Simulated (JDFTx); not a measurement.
Tl(1 0 -1 0) slab cut from bulk Tl (space group P6_3/mmc, indices of the conventional cell, lattice of the Materials Project entry mp-82, not re-optimised): 6 atoms in 6 planes, a 1x1 cell of 19.75 Å² (|a| = 3.497, |b| = 5.647 Å), 7.1 Å between the outermost planes, cell height 23.1 Å, 6×4×1 k mesh, Fermi smearing 0.01 Ha, no spin polarisation.

Profiles through the double layer of this slab, charged, in linear PCM (GLSSA13), water, 1 M NaF; PBE, GBRV ultrasoft potentials, plane waves to 20/100 Ha, a modified build of JDFTx. z is the height above the outermost atoms, φ the plane-averaged electrostatic potential energy of an electron (zero in the bulk liquid), ρ_b the bound charge of solvent and ions, s the cavity shape function (0 in the solid, 1 in the liquid).

```tsv
z (Å)	n (e/Å³)	s	φ (eV)	ρ_b (10⁻³ e/Å³)
0.83	0.1337	0.00	-0.917	0.00
1.29	0.0363	0.01	-0.520	1.02
1.75	0.0112	0.11	-0.106	0.93
2.22	0.0037	0.42	0.011	1.17
2.68	0.0014	0.82	0.014	1.33
3.14	0.0005	0.99	0.013	0.57
3.60	0.0002	1.00	0.011	0.22
4.06	0.0001	1.00	0.010	0.09
4.53	0.0000	1.00	0.008	0.04
4.99	0.0000	1.00	0.007	0.02
5.45	0.0000	1.00	0.006	0.01
5.91	0.0000	1.00	0.005	0.01
6.37	0.0000	1.00	0.005	0.00
6.84	0.0000	1.00	0.004	0.00
7.30	0.0000	1.00	0.003	0.00
7.76	0.0000	1.00	0.003	0.00
```

Q: Is the electrode positively or negatively charged, and roughly by how much?

A: Negatively: σ = -4.0 μC/cm² per face. The liquid's bound charge is of the opposite sign overall, and far from the surface φ decays with the screening length (3.0 Å).
